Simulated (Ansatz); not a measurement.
Si2Mo:
```yaml
crystal:
  lattice:
    - [-1.58708, 1.58708, 3.88865]
    - [1.58708, -1.58708, 3.88865]
    - [1.58708, 1.58708, -3.88865]
  atoms:
    - { symbol: Mo, position: [0.00000, 0.00000, 0.00000] }
    - { symbol: Si, position: [0.33522, 0.33522, 0.00000] }
    - { symbol: Si, position: [0.66478, 0.66478, 0.00000] }
```

Relaxed with LDA. Special points in fractions of this cell's reciprocal vectors: Γ (0.000, 0.000, 0.000); X (0.000, 0.000, 0.500); P (0.250, 0.250, 0.250); N (0.000, 0.500, 0.000); M (0.500, 0.500, -0.500); S (0.292, 0.708, -0.292); S0 (-0.292, 0.292, 0.292); R (-0.083, 0.083, 0.500); G (0.500, 0.500, -0.083).

### Question
List the band energies nearest the Fermi level at these points for LDA (plane waves, PAW; program Ansatz).

### Answer
In eV from the Fermi level; about four levels below and three above (degenerate sets whole), none deeper than 8.9 eV; points with the same levels are listed once.

```json
[
 {"k": "Γ", "below": "-3.38 -3.21 -2.68 -2.68", "above": "0.38 3.19 3.28"},
 {"k": "X", "below": "-5.18 -4.51 -3.15 -1.18", "above": "2.36 2.81 3.23"},
 {"k": "P", "below": "-6.21 -2.72 -2.10 -2.10", "above": "0.33 2.36 4.11 4.11"},
 {"k": "N", "below": "-4.52 -2.67 -2.65 -0.53", "above": "2.31 3.15 4.22"},
 {"k": "M", "below": "-0.60 -0.60 -0.45 -0.45", "above": "0.52 4.80 5.30"},
 {"k": "S", "below": "-2.89 -2.56 -2.32 -0.43", "above": "1.54 3.03 3.72"},
 {"k": "R", "below": "-4.51 -3.83 -3.02 -1.79", "above": "1.80 2.10 2.68"}
]
```

Space group I4/mmm (MoSi2 or CaC2 type). Symmetry was held in the LDA relaxation; of distortions, only those at the zone centre were tested. The run is not spin-polarised. Spin–orbit coupling is left out wherever it is not named.

Potentials: the later of the program's two PAW sets.
